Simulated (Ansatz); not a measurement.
SiO2:
```xyz
9
Lattice="4.9206 0.0000 0.0000 -2.4603 4.2614 0.0000 0.0000 0.0000 5.4166" Properties=species:S:1:pos:R:3 pbc="T T T"
Si     1.3066     2.2630     0.0000
Si     2.3075     0.0000     1.8055
Si    -1.1537     1.9983     3.6110
O      0.3075     1.7605     4.2495
O      0.7819     3.6474     0.6385
O     -1.0894     3.1148     2.4440
O      1.3709     1.1466     1.1670
O      2.7678     2.5009     4.7781
O      3.2422     0.6139     2.9726
```

This is the r²SCAN-relaxed structure.

Task: All from DFT-r²SCAN in the program Ansatz with PAW potentials, unless another level is named. Give the formation energy from the elements (no fitted shifts).

Result: -2.99 eV/atom.

Task: And the hole effective mass?

Result: 1.5, 8.1, 8.1 mₑ (principal values).

Task: Give the electron effective mass.

Result: 0.49 mₑ (isotropic).

Task: And the smallest direct gap on the standard path?

Result: 6.89 eV.

Task: And the valence-band maximum?

Result: at K.

Space group P3_121. Symmetry was held in the r²SCAN relaxation. The references are the lowest solids computed at this level, not always the standard phases (solids in place of the gases).

Potentials: the earlier of the program's two PAW sets. The files were generated under PBE; for other functionals the program regenerates the frozen cores, and for LDA and PBEsol the local potential too.
